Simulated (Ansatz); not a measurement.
Below is a relaxed structure of Ga₂S₅. The cell was found from a structure generator's guess, not taken from experiment.

All numbers below come from DFT PBE, scalar-relativistic, plane waves, PAW (Ansatz). Cutoff 420 eV, Γ-centred mesh, Gaussian smearing, no spin polarisation.

```cif
data_structure
_symmetry_space_group_name_H-M 'P 1'
_symmetry_Int_Tables_number 1
_cell_length_a 7.1223
_cell_length_b 7.1223
_cell_length_c 5.3037
_cell_angle_alpha 90.000
_cell_angle_beta 90.000
_cell_angle_gamma 120.000
_cell_volume 233.00
loop_
_atom_site_label
_atom_site_type_symbol
_atom_site_fract_x
_atom_site_fract_y
_atom_site_fract_z
_atom_site_occupancy
Ga1 Ga 0.33333 0.66667 0.76803 1
Ga2 Ga 0.66667 0.33333 0.23197 1
S1 S 0.33333 0.66667 0.26000 1
S2 S 0.00000 0.50000 0.50000 1
S3 S 0.50000 0.50000 0.50000 1
S4 S 0.50000 0.00000 0.50000 1
S5 S 0.66667 0.33333 0.74000 1
```

Formation energies are uncorrected and refer to the elements' standard structures at the same level.

(1) Find its symmetry and describe it.

(2) How far does it lie from the elements in energy?

(3) Is it a metal?

(4) From what recipe could a structure generator have reached it?

## Answers

(1) P-3m1 (No. 164). Conventional cell: a = 7.122 Å, c = 5.304 Å. Around Ga lie 5 S at 2.50–2.69 Å; around S on a site of symmetry 3m lie 3 S at 2.42 Å and 2 Ga at 2.61–2.69 Å; S on a site of symmetry 2/m has 2 S at 2.42 Å and 2 Ga at 2.50 Å.

(2) +0.14 eV/atom. The separate elements lie lower, so it is unstable against them.

(3) Yes, bands cross the Fermi level on the 6×6×8 mesh.

(4) One such recipe: 5-connected net, bridging atoms on its edges, bridges bent (P-3m1, No. 164). Other recipes can lead to the same cell.

The last run used a 6×6×8 mesh (in the run's order of axes) for its 7-atom cell and Gaussian smearing of 0.10 eV. The reference form of S is held partly by dispersion forces, which this level lacks. A structure relaxed within its symmetry needn't be a true minimum.
